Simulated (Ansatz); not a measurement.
Ansatz (a quantum-chemistry and plane-wave program) input:

Ansatz 0.2 input:
```yaml
crystal:
  lattice:
    - [-1.8532657968, 1.8532657968, 3.7353837553]
    - [1.8532657968, -1.8532657968, 3.7353837553]
    - [1.8532657968, 1.8532657968, -3.7353837553]
  atoms:
    - { symbol: C, position: [0.0, 0.0, 0.0] }
    - { symbol: C, position: [0.75, 0.25, 0.5] }
    - { symbol: O, position: [0.5, 0.5, 0.0] }
    - { symbol: O, position: [0.25, 0.75, 0.5] }
    - { symbol: B, position: [0.375, 0.3538678182, 0.4788678182] }
    - { symbol: B, position: [0.875, 0.8961321818, 0.5211321818] }
    - { symbol: B, position: [0.6461321818, 0.125, 0.0211321818] }
    - { symbol: B, position: [0.1038678182, 0.625, 0.9788678182] }
kpoints:
  mp_grid: { grid: [10, 10, 10] }
hamiltonian:
  xc: r2scan
  pseudopotentials: { azcp: { folder: ./paw }, kind: paw }
scf:
  occupations: { method: fixed }
checkpoint: { read: static.run }
output: { write_density: true, elf: true, volumetric_format: npy }
basis: { fft_grid_basis: typed }
```

Output (shortened):

```
Pseudopotential: C, paw, valence charge 4
Pseudopotential: O, paw, valence charge 6
Pseudopotential: B, paw, valence charge 3
Functional definition: r2SCAN
Crystal: 8 atoms, lattice volume = 51.318 Å³
Basis set: ecut = 500 eV, 1329 PW (Γ), exchange–correlation on 144×144×144 points (64 copies of the dense FFT grid, shifted against one another)
Bands: 24, of which v1, the nominal top of the filled ones, is band 16 counted from 1 (15 counted from 0)
Symmetry: 8 space group operations
Space group: I-42d (ITA 122), of the structure as read, at distance tolerance 3.7e-5 Å
k-points: 102 of 1000 (time reversal used)
Stability of the state it starts from, as read at its close in the unpolarized treatment …
iter 1 solved again at ethr=2.15e-8 eV; its pass at ethr=3.10e-3 eV (dr2=6.88e-6 eV) is discarded
SCF iter   1: F=—  HF=-2269.137266 eV  |F-HF|=—  |Δ(HF+E_count)|=         —  Δρ=5.46e-7  dr2=1.14e-10  dr2_τ=9.80e-12  ethr=2.15e-8  ⟨swp⟩=3.5  Hψ=16715  notcnv=0  defer=610
preconditioner: auto → none
SCF iter   2: F=-2269.137266 eV  HF=-2269.137266 eV  |F-HF|=2.36e-11  |Δ(HF+E_count)|=   6.17e-9  Δρ=3.27e-7  dr2=3.95e-11  dr2_τ=9.35e-12  ethr=1.00e-12  ⟨swp⟩=9.6  Hψ=11393  notcnv=0
SCF 1 converged in 2 iterations: F = -2269.137266 eV  dr2 = 3.95e-11
SCF converged after 2 iterations
Free energy (F): -2269.137266 eV
Harris-Foulkes:  -2269.137266 eV  (|F-HF|=2.36e-11)
Internal energy: -2269.137266 eV  (E = F + TS)
E sigma→0 (E₀):  -2269.137266 eV
Fermi energy:    9.796311 eV
--- Per-component energies (eV) ---
  E_band       = 46.075612
  E_kinetic    = 720.738510
  E_local      = -805.320636  (includes V_loc(G=0)·N_el)
  E_nonlocal   = 181.682020
  E_hartree    = 269.908835
  E_xc         = -365.084655
  E_vxc        = -502.081247  (∫ρ·V_xc dr)
  E_paw        = -851.550306  (= ΣΔE_a)
  E_vpaw       = -116.540521  (= ΣTr[D̂ρ^β])
  E_aug_tail   = 0.000509  (compensation charges beyond the density's cutoff)
  E_vtau       = 27.779420  (kinetic-family band-sum trace: ∫τ·v_τ [+ j·A + Jᵃ·Aᵃ] dr)
  E_ewald      = -1419.324343
  E_core_change = -0.187199  (= ΣΔE_core)
  E_smearing   =  0.000000  (= −TS)
  E_closure    = 0.000000  (closes the sum)
  Σ components = -2269.137266   (vs F -2269.137266, Δ=0.00e0)
  [band-id]    e_kinetic+e_local+e_nonlocal+2·e_hartree+e_vxc+e_vpaw+e_augmentation_tail+e_vtau = 46.075724   (vs E_band 46.075612, Δ=1.12e-4)
--- Band table (eV; the first three rows and the last of 102) ---
  k-point 0: bands = ["-13.6717", "-11.5426", "-3.7888", "-0.4628", "0.1133", "1.2023", "1.2023", "2.1092", "2.1092", "2.7948", "3.9179", "5.7548", "5.7548", "9.2617", "9.7889", "9.7889", "13.9838", "17.0246", "17.5496", "17.8595", "18.5019", "18.5019", "20.0975", "21.3483"]
  k-point 1: bands = ["-13.5974", "-11.5806", "-3.9311", "-0.6805", "0.1322", "0.8885", "1.2060", "2.0462", "2.2998", "3.2669", "4.4382", "5.3034", "5.9486", "9.0192", "9.1515", "9.7963", "14.5698", "17.1763", "17.7121", "17.9591", "18.6266", "18.7345", "20.4894", "21.5572"]
  k-point 2: bands = ["-13.3891", "-11.6936", "-4.1743", "-0.9887", "-0.0645", "0.1599", "1.0585", "1.9119", "3.2373", "3.8609", "5.1089", "5.3816", "6.3255", "7.6159", "8.7396", "9.7936", "15.6240", "17.2734", "18.0557", "18.0736", "18.9887", "19.4291", "21.0059", "21.8405"]
  k-point 101: bands = ["-12.6802", "-12.6802", "-3.3720", "-3.3720", "0.2829", "0.2829", "3.3221", "3.3221", "3.3583", "3.3583", "6.8872", "6.8872", "7.1151", "7.1151", "7.9334", "7.9334", "13.4046", "13.4046", "17.6496", "17.6496", "18.4226", "18.4226", "21.0075", "21.0075"]
```

Cost: about 15 core-seconds (a rough figure) on shared cores.

The start of the workflow was typed in or built on a structure type; neither database checked (COD, Materials Project) lists it. Whether it is the stable phase at ambient conditions was not checked. The cell was relaxed with r²SCAN under the symmetry of its start; its stability against distortions is not shown here.

Potentials: the earlier of the program's two PAW sets. The files were generated under PBE; for other functionals the program regenerates the frozen cores, and for LDA and PBEsol the local potential too.

Ansatz is a plane-wave DFT program.
